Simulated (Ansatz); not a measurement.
Name crystals whose computed values (DFT-PBEsol in the program Ansatz with PAW potentials) fall in these windows: B₀ by P(V) fit (GPa) 230 to 290; Θ_D (K) 320 to 390.



| crystal | B₀ by P(V) fit (GPa) | Θ_D (K) |
|---|---|---|
| TiPt3, P6_3/mmc (Ti on 2a, Ti on 2c, Pt on 6g, Pt on 6h) | 265 | 348 |
| NbRu, L1₀ or tetragonal B2 | 255 | 323 |
| HfPt3, P6_3/mmc (Hf on 2a, Hf on 2c, Pt on 6g, Pt on 6h) | 257 | 320 |
| HfPt3, Cu3Au type | 257 | 328 |
| AlIr, CsCl type | 247 | 389 |
Others may fit too.

Standing as an ambient phase not checked: TiPt3, P6_3/mmc (Ti on 2a, Ti on 2c, Pt on 6g, Pt on 6h); NbRu, L1₀ or tetragonal B2; HfPt3, P6_3/mmc (Hf on 2a, Hf on 2c, Pt on 6g, Pt on 6h); HfPt3, Cu3Au type; AlIr, CsCl type. All cells were relaxed under the symmetry of their starts (and spin orders); stability against distortions was not tested throughout. Rows with no word on spin ran without spin polarisation. Scalar-relativistic: spin–orbit coupling is off unless named, which matters more the heavier the elements.

Potentials: the later of the program's two PAW sets.
